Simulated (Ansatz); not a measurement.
Relaxed-ion elastic tensor of GaN (rock salt, Fm-3m) in GPa (Voigt order), the program Ansatz at the r²SCAN level (PAW); density 7.41 g/cm³, 9.38 Å³ per atom.

|  | 1 | 2 | 3 | 4 | 5 | 6 |
|---|---|---|---|---|---|---|
| 1 | 369 | 181 | 181 | 0.0 | 0.0 | 0.0 |
| 2 | 181 | 369 | 181 | 0.0 | 0.0 | 0.0 |
| 3 | 181 | 181 | 369 | 0.0 | 0.0 | 0.0 |
| 4 | 0.0 | 0.0 | 0.0 | 235 | 0.0 | 0.0 |
| 5 | 0.0 | 0.0 | 0.0 | 0.0 | 235 | 0.0 |
| 6 | 0.0 | 0.0 | 0.0 | 0.0 | 0.0 | 235 |

### Question
Is the crystal mechanically stable?

### Answer
Yes: the smallest eigenvalue of C is 189 GPa.

### Question
Work out the Voigt, Reuss and Hill averages.

### Answer
K_V = 244, K_R = 244, K_H = 244; G_V = 179, G_R = 147, G_H = 163 GPa.

### Question
Give Young's modulus, Poisson's ratio, Pugh's ratio and the universal anisotropy index.

### Answer
E = 9KG/(3K + G) = 400 GPa; ν = 0.23; K/G = 1.49 (brittle by the Pugh limit of 1.75); A_U = 5G_V/G_R + K_V/K_R − 6 = 1.07.

### Question
Estimate the sound speeds and the Debye temperature.

### Answer
v_l = √((K + 4G/3)/ρ) = 7890 m/s, v_t = √(G/ρ) = 4690 m/s, mean 5190 m/s; Θ = (h/k)(3n/4πV)^(1/3) v_m = 733 K.

### Question
Give the Zener ratio and Young's modulus along [100], [110] and [111].

### Answer
A = 2C44/(C11 − C12) = 2.49; 1/E = S11 − 2(S11 − S12 − S44/2)Γ with Γ = 0, 1/4, 1/3 gives 251, 416, 534 GPa.

This is a known high-pressure phase of the composition, computed here at zero pressure and temperature. Symmetry was held in the r²SCAN relaxation; phonons on a q-mesh show no instability.

Potentials: the earlier of the program's two PAW sets.
